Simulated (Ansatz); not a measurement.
LiF (rock salt), conventional cell a = b = c = 3.9902 Å, α = β = γ = 90.00°. The calculation uses the primitive cell of 2 atoms, to which meshes and values per cell refer.

Grid over V/V₀ and (c/a)/(c/a)₀, subscript 0 meaning the relaxed cell; the conventional c axis lies along z; no internal relaxation.

Method: r2SCAN (plane waves to 500 eV, PAW, scalar-relativistic; Ansatz, an electronic-structure program). k mesh 14×14×14 (Γ-centred), Fermi-Dirac smearing 0.05 eV. Energies are smeared free energies. LiF was relaxed with its symmetry unable to fall.

Changes of ΔE (meV/atom) from the point V/V₀ = 1.000, (c/a)/(c/a)₀ = 1.000 when one coordinate moves alone (two changes are said to add if the coupling is within 5 % of the smaller one, nearly so within 20 %):

```
point                               change
----------------------------------  ------
V/V₀ = 1.000, (c/a)/(c/a)₀ = 0.960    2.65
V/V₀ = 1.000, (c/a)/(c/a)₀ = 0.973    1.14
V/V₀ = 1.000, (c/a)/(c/a)₀ = 0.987    0.27
V/V₀ = 0.960, (c/a)/(c/a)₀ = 1.000    3.30
V/V₀ = 0.973, (c/a)/(c/a)₀ = 1.000    1.43
V/V₀ = 0.987, (c/a)/(c/a)₀ = 1.000    0.35
V/V₀ = 1.013, (c/a)/(c/a)₀ = 1.000    0.33
V/V₀ = 1.027, (c/a)/(c/a)₀ = 1.000    1.30
V/V₀ = 1.040, (c/a)/(c/a)₀ = 1.000    2.86
V/V₀ = 1.000, (c/a)/(c/a)₀ = 1.013    0.26
V/V₀ = 1.000, (c/a)/(c/a)₀ = 1.027    1.02
V/V₀ = 1.000, (c/a)/(c/a)₀ = 1.040    2.24
```

Q: What is the change at V/V₀ = 0.960, (c/a)/(c/a)₀ = 0.973, where both move, and how far is it from the sum?

A: The sum of the single changes is 3.30 + (1.14) = 4.44; the calculation gives 4.68, so the coupling contributes 0.24 (over 20 % of the smaller single change, not additive).

(A scan under strain: stresses follow from slopes of the energy per volume, elastic moduli from its curvatures.)
